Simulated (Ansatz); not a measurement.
TePt:
```cif
data_Pt2Te2
_chemical_formula_sum 'Te2 Pt2'
_space_group_name_H-M_alt 'P63/mmc'
_space_group_IT_number 194
_space_group_name_Hall '-P 6c 2c'
_cell_length_a 4.22235
_cell_length_b 4.22235
_cell_length_c 5.54104
_cell_angle_alpha 90.000
_cell_angle_beta 90.000
_cell_angle_gamma 120.000
loop_
_atom_site_label
_atom_site_type_symbol
_atom_site_symmetry_multiplicity
_atom_site_Wyckoff_symbol
_atom_site_fract_x
_atom_site_fract_y
_atom_site_fract_z
_atom_site_occupancy
Te1 Te 2 c 0.33333 0.66667 0.25000 1
Pt1 Pt 2 a 0.00000 0.00000 0.00000 1
```

Relaxed at zero pressure with PBEsol (plane waves, PAW; program Ansatz).

Question: The volume is raised by 6 % and shape and atoms relax at that volume. What pressure results, and how do the axes share the change?

Answer: -6.9 GPa; a 2.2 %, b 2.2 %, c 1.6 %; the energy rises by 29 meV/atom.

Question: Give the new structure.

Answer: 
Space group P6₃/mmc (No. 194); a = 4.3136 Å, b = 4.3136 Å, c = 5.6277 Å, α = 90.00°, β = 90.00°, γ = 120.00°

| atom | site | symmetry | x | y | z |
|---|---|---|---|---|---|
| Te | 2c | -6m2 | 0.3333 | 0.6667 | 0.2500 |
| Pt | 2a | -3m. | 0.0000 | 0.0000 | 0.0000 |

The phase is kept; no other phase was compared at this pressure.

Space group P6_3/mmc (NiAs type). The workflow started from a Materials Project entry (that database holds measured and hypothetical structures alike); the Crystallography Open Database files this formula in space group No. 194, but the cells were not matched. Whether it is the stable phase at ambient conditions was not checked. The cell was relaxed with PBEsol under the symmetry of its start; whether a distortion lowers the energy is not shown. No spin polarisation was allowed. Scalar-relativistic: spin–orbit coupling is off unless named, which matters more the heavier the elements.

Potentials: the later of the program's two PAW sets.
